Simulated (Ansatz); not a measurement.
A geometry of ZrO2 away from equilibrium: the start of the relaxation of a generated cell, ZrO2 built in the CdI2 structure type. The numbers are results of PBE (plane waves to 420 eV, PAW, scalar-relativistic; Ansatz, a first-principles code), not measurements. Γ-centred k-mesh 9×9×5 on the run's cell (coarser than for final values), Fermi–Dirac smearing 0.05 eV.

```xyz
3
Lattice="2.9984 0.0000 0.0000 -1.4992 2.5967 0.0000 0.0000 0.0000 4.8370" Properties=species:S:1:pos:R:3:forces:R:3 pbc="T T T" free_energy=-5322.056 pressure_GPa=15.9
Zr     0.0000     0.0000     0.0000    0.0000    0.0000    0.0000
O      0.0000     1.7311     1.2189    0.0000    0.0000   -2.4684
O      1.4992     0.8656     3.6181    0.0000    0.0000    2.4684
```

Positions in Å, forces in eV/Å, free energy of the cell in eV (comparable only within this code, potentials and settings). Largest force: 2.47 eV/Å, on O2, O3 (atoms numbered as listed); the geometry lies 0.44 eV/atom above the end of its relaxation.

No spin polarisation in the result. No dispersion correction is included, so spacings between layers, chains or molecules are soft and tend to come out too large.

The run could not lose the symmetry of its start, so the end can be a saddle point.

The end of the path is a generated cell of ZrO2: the first start was made by placing the elements on the sites of a structure type, and the end was not matched to a known phase here, so it may be hypothetical. Known forms of ZrO2 include space group No. 14, 137, 225.
